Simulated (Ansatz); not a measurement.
TiAu4 in space group I4/m (No. 87; Ti on 2a, Au on 8h), DFT-r²SCAN in the program Ansatz with PAW potentials, all energies at zero smearing, with the estimated change up to a 700 eV cutoff added, with one set of potentials and settings (totals compare only within such a set). Cell of 5 atoms (1 Ti, 4 Au): -55159.941 eV.

```json
[
 {"element": "Ti", "reference phase": "P6/mmm, 3 atoms in the cell", "E (eV/atom)": "-2504.3896"},
 {"element": "Au", "reference phase": "Fm-3m, 1 atoms in the cell", "E (eV/atom)": "-13163.5078"}
]
```

Formation energy per atom, worked out: (-55159.941 − 1×(-2504.3896) − 4×(-13163.5078))/5 = -0.304 eV/atom (-29 kJ per mol of atoms), at 0 K, without zero-point energy or fitted corrections.

The first step of the workflow began from a Materials Project structure, measured or hypothetical; the Crystallography Open Database copy checked does not list it. With Ti and Au taken as one species the cell has the higher symmetry Fm-3m, so it may be an ordered model of a mixed-site phase. Its standing as an ambient phase is unchecked. The cell was relaxed with r²SCAN under the symmetry of its start; its stability against distortions is not shown here. No spin polarisation was allowed. The references are the lowest solids computed at this level, not always the standard phases. Spin–orbit coupling is left out wherever it is not named.

Potentials: the later of the program's two PAW sets.
